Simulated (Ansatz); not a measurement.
Ta₂N (anti-CdI2 type, P-3m1) under volume change, LDA in the plane-wave PAW code Ansatz, shape and atoms relaxed at each volume.

```tsv
V (Å³/atom)	E − E(relaxed) (meV/atom)	P (GPa)
11.787	116.3	34.90
12.175	48.6	21.29
12.564	[?]	[?]
12.953	0.0	0.00
13.341	[?]	[?]
13.730	38.1	-15.02
14.118	82.0	-21.00
```

Question: Some entries are withheld; supply them.

Answer: 
- 12.564, E − E(relaxed) (meV/atom): 11.4
- 12.564, P (GPa): 9.69
- 13.341, E − E(relaxed) (meV/atom): 10.0
- 13.341, P (GPa): -8.05

Question: What does a third-order Birch–Murnaghan fit give for V₀, B₀ and B′?

Answer: V₀ = 12.95 Å³/atom, B₀ = 297 GPa, B′ = 4.6.

The LDA relaxation kept the symmetry of its start. No spin polarisation was allowed. The volume moved by 15 % from the start of the relaxation. Spin–orbit coupling is left out wherever it is not named.

Potentials: the later of the program's two PAW sets.
